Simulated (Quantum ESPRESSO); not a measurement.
# Planted mistakes on one cell of Si2BPC4

Calculated results; nothing here was measured. They come from pw.x of Quantum ESPRESSO 7.5, a plane-wave density functional program, with PseudoDojo standard norm-conserving files (v0.5 for PBE, v0.4.1 for LDA and PBEsol). The cells are made up: elements, strain and atom displacements were drawn at random, and nothing was relaxed. There is no spin polarisation, spin-orbit coupling or dispersion term.

The cell has 8 sites of a wurtzite lattice (rectangular cell). Sites 1 to 4 hold Si Si B P; sites 5 to 8 hold C C C C. Cell vectors in Å: (3.011, -0.013, -0.012); (-0.022, 5.301, -0.062); (-0.019, -0.058, 4.860). Settings: PBE, cutoff 1116 eV, 6 x 4 x 4 k mesh shifted by half a step, Fermi-Dirac smearing of 0.025 eV.

The intended run has a self-consistency threshold of 1e-07 eV, a smearing term of 0.000 eV, a pressure of -4.19 GPa and 12 iterations. Each further run changes one thing: all lengths scaled by 1.0085; atoms of sites 1 and 4 exchanged; k mesh 2 x 2 x 2; one electron added; smearing 0.78 eV; threshold 0.7 eV. A coarse mesh keeps the shift, and a charged cell sits in a uniform background.

```
run  change of free energy (eV)  smearing term -TS (eV)  change of P (GPa)  largest change of a force component (eV/Å)  iterations
  A                       0.084                   0.000              -5.14                                       0.158          12
  B                      12.435                  -0.005              30.20                                       0.751          12
  C                      -1.190                   0.000              -1.19                                       0.395          12
  D                      -0.498                  -1.815               1.98                                       0.445          11
  E                       0.372                   0.000              -4.03                                       0.627           3
  F                       0.240                   0.000               0.03                                       2.136          13
```

A rerun of the intended cell at 1347 eV and k mesh 8 x 6 x 6 moved values by no more than 0.003 eV in the cell's energy, 0.17 GPa in stress and 0.010 eV/Å in force.

Question: which change belongs to which run?

## Worked reading

Run E has the fewest iterations, as a run stopped early does. Run D has the largest smearing term, as wide smearing gives. Run A changes the volume by a factor of 1.0257; minus its pressure change over the logarithm of that factor, 203 GPa, is a rough bulk modulus with clamped atoms. Energies from files of another functional, or of a charged cell, have another zero and say nothing on stability; the pressure of a charged cell rests on the program's zero of potential too.

## Key

```
run                            change
  A      all lengths scaled by 1.0085
  B                one electron added
  C                  k mesh 2 x 2 x 2
  D                  smearing 0.78 eV
  E                  threshold 0.7 eV
  F  atoms of sites 1 and 4 exchanged
```